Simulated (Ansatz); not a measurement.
ZnSnO₃:
```xyz
10
Lattice="2.6127 1.5084 4.6209 -2.6127 1.5084 4.6209 0.0000 -3.0169 4.6209" Properties=species:S:1:pos:R:3 pbc="T T T"
Zn     0.0000     0.0000     9.9164
Zn     0.0000     0.0000     2.9850
Sn     0.0000     0.0000    13.8288
Sn     0.0000     0.0000     6.8974
O     -1.0307     1.4747     5.9543
O      1.7925     0.1553     5.9543
O     -0.7618    -1.6300     5.9543
O      0.8202    -1.3532     8.2647
O      0.7618     1.3869     8.2647
O     -1.5820    -0.0337     8.2647
```

Tensor components refer to the Cartesian frame of this cell.

Q: Give the high-frequency dielectric tensor and the Born effective charge tensors of the independent atoms from DFPT, DFT-LDA in the program Ansatz with PAW potentials.

A: 
ε∞:
```
4.86  0.00  0.00
0.00  4.86  0.00
0.00  0.00  4.68
```
Z* of atom 1 (Zn), rows: field, columns: displacement, in e:
```
 2.37  -0.06   0.00
 0.06   2.37   0.00
 0.00   0.00   2.17
```
Z* of atom 3 (Sn), rows: field, columns: displacement, in e:
```
 4.21   0.30   0.00
-0.30   4.21   0.00
 0.00   0.00   4.24
```
Z* of atom 5 (O), rows: field, columns: displacement, in e:
```
-2.33   0.11  -0.31
 0.15  -2.06   0.41
-0.27   0.53  -2.14
```

Space group R3c. The cell was relaxed with LDA under the symmetry of its start. Spin–orbit coupling is left out wherever it is not named.

Potentials: the later of the program's two PAW sets.
